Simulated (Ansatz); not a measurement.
**Notes on Ge2Pd**

```
Pd Ge
1.0
    -4.29934    2.49159    0.00000
     0.00000    2.49159    4.44916
     4.29934    2.49159    0.00000
Pd Ge
2 4
Direct
  0.00000 0.00000 0.00000
  0.75000 0.50000 0.25000
  0.66700 0.00000 0.33300
  0.33300 0.00000 0.66700
  0.08300 0.50000 0.91700
  0.41700 0.50000 0.58300
```

Method: r2SCAN, no spin polarisation; PAW, plane waves to 500 eV, 8×8×8 Γ-centred mesh, fermi-dirac occupations (width 0.1 eV) (Ansatz 0.2.0), atoms fixed.

**Question.** What is the formation energy?

**Answer.** 0.15 eV an atom against the elements' usual phases (free molecules for gases, crystals otherwise, with no correction for O₂ or N₂), so at this geometry it isn't bound against them. Relaxing would lower it.

**Question.** Metal or insulator?

**Answer.** It is a metal, with about 2.8 states/eV a cell as the mean within 0.25 eV of the Fermi level, mostly Ge p (52 %), Pd d (25 %) and Ge s (18 %).

**Question.** Is the cell too large or too small?

**Answer.** The pressure is 7.2 GPa (compression positive), so with the atoms held at these fractions the cell would first expand. The principal stresses 2.6, 6.1, 13.0 GPa differ, so its shape would change too.

**Question.** Are the atoms at rest?

**Answer.** Nearly at rest: the largest force is 0.012 eV/Å.

**Question.** How is the charge shared?

**Answer.** Bader charges in e: Ge +0.12, Pd -0.25. In the mean Ge gives up most and Pd takes most.

Origin: a known structure type with other elements, at an estimated volume, so it need not be a known compound.
